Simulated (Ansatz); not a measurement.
# What DFT gives for PbCl$_{4}$

```
Pb Cl
1.0
     6.75275   -0.26116    0.31923
     1.67252    6.51053    0.37385
     1.13672   -1.06497    6.87819
Pb Cl
2 8
Direct
  0.19073 0.03337 0.25722
  0.07696 0.60052 0.99388
  0.60494 0.60148 0.55488
  0.57481 0.67192 0.98312
  0.51670 0.23590 0.88563
  0.93699 0.80797 0.60811
  0.28760 0.48038 0.37190
  0.23152 0.98821 0.77773
  0.75132 0.31846 0.18411
  0.58127 0.05558 0.47163
```

Method: PBE, no spin polarisation; PAW, plane waves to 420 eV, 3×3×3 (shifted by 0.5, 0.5, 0.5 steps) mesh, fermi-dirac occupations (width 0.1 eV) (Ansatz 0.2.0), atoms fixed.

Task: Describe some of the short contacts.

Result: Cl–Cl at 2.96 Å: least valence density 0.15 e/Å³ and ELF 0.11 there. Pb–Cl at 3.31 Å: least valence density 0.11 e/Å³ and ELF 0.15 there. Pb–Pb at 3.68 Å: least valence density 0.06 e/Å³ and ELF 0.08 there. These are pseudo-fields; inside the PAW spheres they differ from the all-electron ones.

Task: Which atom feels the largest force, and which way?

Result: The largest is on Cl7 (and as large on other atoms): 1.20 eV/Å, components (-1.00, -0.28, -0.61). It makes 176° with the line to a nearest neighbour, Cl3 at 2.96 Å, pointing away from it.

Task: What does the stress say?

Result: The pressure is -2.5 GPa (compression positive), so with the atoms held at these fractions the cell would first shrink; the forces are large, so a full relaxation may end otherwise. The principal stresses -4.4, -2.8, -0.2 GPa differ, so its shape would change too.

Task: Give the Bader charges.

Result: Bader charges in e: Pb +1.27, Cl -0.44 to -0.12. In the mean Pb gives up most and Cl takes most.

Task: Metal or insulator?

Result: It is a metal, with about 14 states/eV a cell as the mean within 0.25 eV of the Fermi level, mostly Cl p (97 %).

Origin: a disordered cell, so it need not be a known compound. Caveats: many states at the Fermi level without spin polarisation, so a magnetic state may lie lower; the k mesh is coarse if the cell is a metal.
